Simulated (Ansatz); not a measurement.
A geometry of TiAl away from equilibrium: step 30 of the relaxation of a generated cell, TiAl built in the AFLOW prototype AB_hP12_186_a2b_a2b (B6, as in SiC). Computed with PBEsol (plane waves to 420 eV, PAW, scalar-relativistic; Ansatz, a first-principles code). Γ-centred k-mesh 9×9×2 on the run's cell (coarser than for final values), Fermi–Dirac smearing 0.05 eV.

```xyz
12
Lattice="4.3746 0.0000 0.0000 -2.1873 3.7885 0.0000 0.0000 0.0000 11.1314" Properties=species:S:1:pos:R:3:forces:R:3 pbc="T T T" free_energy=-17991.099 pressure_GPa=5.3
Ti     0.0000     0.0000     1.7108    0.0000    0.0000    0.0056
Ti     0.0000     0.0000     7.2765    0.0000    0.0000    0.0056
Ti     2.1873     1.2628     8.5459    0.0000    0.0000   -0.0055
Ti     0.0000     2.5257     2.9802    0.0000    0.0000   -0.0055
Ti     2.1873     1.2628     2.9802    0.0000    0.0000   -0.0054
Ti     0.0000     2.5257     8.5459    0.0000    0.0000   -0.0054
Al     0.0000     0.0000     9.9849    0.0000    0.0000   -0.0005
Al     0.0000     0.0000     4.4193    0.0000    0.0000   -0.0005
Al     2.1873     1.2628     5.7746    0.0000    0.0000    0.0029
Al     0.0000     2.5257     0.2089    0.0000    0.0000    0.0029
Al     2.1873     1.2628     0.2089    0.0000    0.0000    0.0029
Al     0.0000     2.5257     5.7746    0.0000    0.0000    0.0029
```

Positions in Å, forces in eV/Å, free energy of the cell in eV (comparable only within this code, potentials and settings). Largest force: 0.01 eV/Å, on Ti1, Ti2, Ti3, Ti4, Ti5, Ti6 (atoms numbered as listed); the geometry lies 0.02 eV/atom above the end of its relaxation.

No spin polarisation in the result.

The run could not lose the symmetry of its start, so the end can be a saddle point.

The end of the path is a generated cell of TiAl: the first start was made by placing the elements on the sites of a structure type, and the end was not matched to a known phase here, so it may be hypothetical. Known forms of TiAl include space group No. 123.
